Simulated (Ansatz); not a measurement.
In:
```
In
1.0
    2.64654    -4.44260     0.00000
    2.64654     4.44260     0.00000
    0.00000     0.00000     5.18987
In
4
Direct
  0.84330   0.15670   0.91682
  0.34330   0.65670   0.58318
  0.15670   0.84330   0.08318
  0.65670   0.34330   0.41682
```

Relaxed with PBE.

### Question
Which orbitals make up the states near the Fermi level in the program Ansatz at the PBE level (PAW)?

### Answer
Within 0.5 eV of the Fermi level: In 5p 82 %, In 5s 16 %. Projections are on Löwdin-orthogonalised atomic valence shells; empty p or d shells of many metals are not among them.

### Question
Tabulate the density of states.

### Answer
States/eV per cell of 4 atoms, in 0.25 eV bins, energy from the Fermi level.

| E (eV) | total | In 5p | In 5s | In 4d |
|---|---|---|---|---|
| -7.85 | 0.87 | 0.31 | 0.55 | 0.00 |
| -7.60 | 1.06 | 0.40 | 0.64 | 0.01 |
| -7.35 | 1.09 | 0.44 | 0.64 | 0.01 |
| -7.10 | 1.14 | 0.47 | 0.66 | 0.01 |
| -6.85 | 1.06 | 0.44 | 0.60 | 0.01 |
| -6.60 | 1.12 | 0.47 | 0.63 | 0.01 |
| -6.35 | 1.18 | 0.50 | 0.67 | 0.01 |
| -6.10 | 1.30 | 0.54 | 0.74 | 0.01 |
| -5.85 | 1.41 | 0.57 | 0.82 | 0.01 |
| -5.60 | 1.40 | 0.59 | 0.79 | 0.01 |
| -5.35 | 1.02 | 0.43 | 0.57 | 0.01 |
| -5.10 | 1.20 | 0.52 | 0.66 | 0.01 |
| -4.85 | 1.50 | 0.69 | 0.79 | 0.01 |
| -4.60 | 1.49 | 0.68 | 0.80 | 0.01 |
| -4.35 | 1.71 | 0.79 | 0.90 | 0.01 |
| -4.10 | 1.68 | 0.73 | 0.93 | 0.01 |
| -3.85 | 1.41 | 0.63 | 0.76 | 0.01 |
| -3.60 | 1.21 | 0.58 | 0.61 | 0.01 |
| -3.35 | 1.10 | 0.54 | 0.55 | 0.01 |
| -3.10 | 1.04 | 0.52 | 0.51 | 0.01 |
| -2.85 | 1.25 | 0.61 | 0.62 | 0.01 |
| -2.60 | 1.41 | 0.76 | 0.62 | 0.01 |
| -2.35 | 1.49 | 0.95 | 0.52 | 0.01 |
| -2.10 | 1.42 | 1.00 | 0.40 | 0.01 |
| -1.85 | 1.55 | 1.20 | 0.33 | 0.01 |
| -1.60 | 1.64 | 1.34 | 0.28 | 0.01 |
| -1.35 | 1.99 | 1.71 | 0.26 | 0.01 |
| -1.10 | 2.56 | 2.26 | 0.26 | 0.01 |
| -0.85 | 2.68 | 2.40 | 0.25 | 0.02 |
| -0.60 | 2.19 | 1.95 | 0.21 | 0.01 |
| -0.35 | 1.97 | 1.69 | 0.25 | 0.01 |
| -0.10 | 1.17 | 0.99 | 0.17 | 0.01 |
| 0.15 | 0.80 | 0.62 | 0.16 | 0.01 |
| 0.40 | 1.65 | 1.25 | 0.36 | 0.01 |
| 0.65 | 2.17 | 1.50 | 0.62 | 0.01 |
| 0.90 | 2.79 | 1.85 | 0.86 | 0.02 |
| 1.15 | 2.37 | 1.62 | 0.67 | 0.01 |
| 1.40 | 2.04 | 1.43 | 0.55 | 0.01 |
| 1.65 | 1.79 | 1.26 | 0.46 | 0.01 |
| 1.90 | 1.91 | 1.37 | 0.46 | 0.01 |
| 2.15 | 2.09 | 1.55 | 0.45 | 0.01 |
| 2.40 | 2.57 | 1.90 | 0.54 | 0.01 |
| 2.65 | 2.28 | 1.70 | 0.45 | 0.01 |
| 2.90 | 2.08 | 1.58 | 0.37 | 0.01 |
| 3.15 | 2.53 | 1.93 | 0.41 | 0.01 |
| 3.40 | 2.36 | 1.78 | 0.38 | 0.01 |

Space group Cmce. The start of the workflow was typed in or built on a structure type; neither database checked (COD, Materials Project) lists it. It is not the phase usual at ambient conditions (space group No. 139). The cell was relaxed with PBE under the symmetry of its start; whether a distortion lowers the energy is not shown. The volume moved by 17 % from the start of the relaxation. Spin–orbit coupling is left out wherever it is not named.

Potentials: the earlier of the program's two PAW sets.
